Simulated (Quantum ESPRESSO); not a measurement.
AgBr is modelled in the monoclinic space group P2₁/m (No. 11), Pearson symbol mP4. Lattice parameters: a = 3.893 Å, b = 3.894 Å, c = 5.501 Å, α = 90.00°, β = 90.13°, γ = 90.00°. Br on 2e is surrounded by 6 Ag at 2.750–2.754 Å (octahedral). Ag on 2e is coordinated by 6 Br at 2.750–2.754 Å (octahedral). (Neighbours: up to the widest gap in distance over summed covalent radii, below 1.35, at either atom; cation-cation contacts left out.)

The PBEsol cell relaxed from Materials Project entry mp-570301 was given an isotropic strain of -3 % on all lattice vectors, and the atoms were relaxed again.

Problem. What does PBEsol (Quantum ESPRESSO, PseudoDojo norm-conserving, 82 Ry, no spin-orbit coupling) give for the electronic structure near the Fermi level?

Solution. The PBEsol gap is indirect, 0.51 eV, from C to Γ; the smallest direct gap is 2.94 eV. Spin-orbit splittings are left out.

This is not the ordinary phase of the substance; no match was found in the copy of COD used, and its stability was not checked.
